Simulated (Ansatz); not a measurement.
Zr$_{4}$Rh$_{2}$O in space group Fd-3m (No. 227; Zr on 16c, Zr on 48f, Rh on 32e, O on 16d) under volume change, r²SCAN (plane waves, PAW; program Ansatz), shape and atoms relaxed at each volume.

```csv
V (Å³/atom),E − E(relaxed) (meV/atom),P (GPa)
15.579,84.6,19.08
16.093,?,?
16.607,8.4,5.39
17.120,0.0,0.00
17.634,7.5,-4.58
18.147,?,?
18.661,61.1,-11.73
```

Problem. What belongs in the gaps?

Solution. 
- 18.147, E − E(relaxed) (meV/atom): 28.6
- 18.147, P (GPa): -8.46
- 16.093, E − E(relaxed) (meV/atom): 35.5
- 16.093, P (GPa): 11.70

Problem. What does a third-order Birch–Murnaghan fit give for V₀, B₀ and B′?

Solution. V₀ = 17.12 Å³/atom, B₀ = 165 GPa, B′ = 4.4.

The start of the workflow was typed in or built on a structure type; neither database checked (COD, Materials Project) lists it. Whether it is the stable phase at ambient conditions was not checked. The r²SCAN relaxation kept the symmetry of its start; its stability against distortions is not shown here. The workflow began spin-polarised and lost its moments. Scalar-relativistic: spin–orbit coupling is off unless named, which matters more the heavier the elements.

Potentials: the later of the program's two PAW sets.
